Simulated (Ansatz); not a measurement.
Relaxed-ion elastic tensor of ZnNi (CsCl type, Pm-3m) in GPa (Voigt order), DFT-LDA in the program Ansatz with PAW potentials; density 9.32 g/cm³, 11.06 Å³ per atom.

```
175  200  200  0.0  0.0  0.0
200  175  200  0.0  0.0  0.0
200  200  175  0.0  0.0  0.0
0.0  0.0  0.0  131  0.0  0.0
0.0  0.0  0.0  0.0  131  0.0
0.0  0.0  0.0  0.0  0.0  131
```

Task: Is the crystal mechanically stable?

Result: No: the smallest eigenvalue of C is -24.1 GPa.

The first step of the workflow began from a Materials Project structure, measured or hypothetical; the Crystallography Open Database files this formula in space group No. 221, but the cells were not matched. Whether it is the stable phase at ambient conditions was not checked. The cell was relaxed with LDA under the symmetry of its start. At this level the phase is mechanically unstable. No spin polarisation was allowed. As this level gives no gap, shear constants depend on the k-mesh and smearing (Fermi–Dirac, 0.1 eV here).

Potentials: the later of the program's two PAW sets.
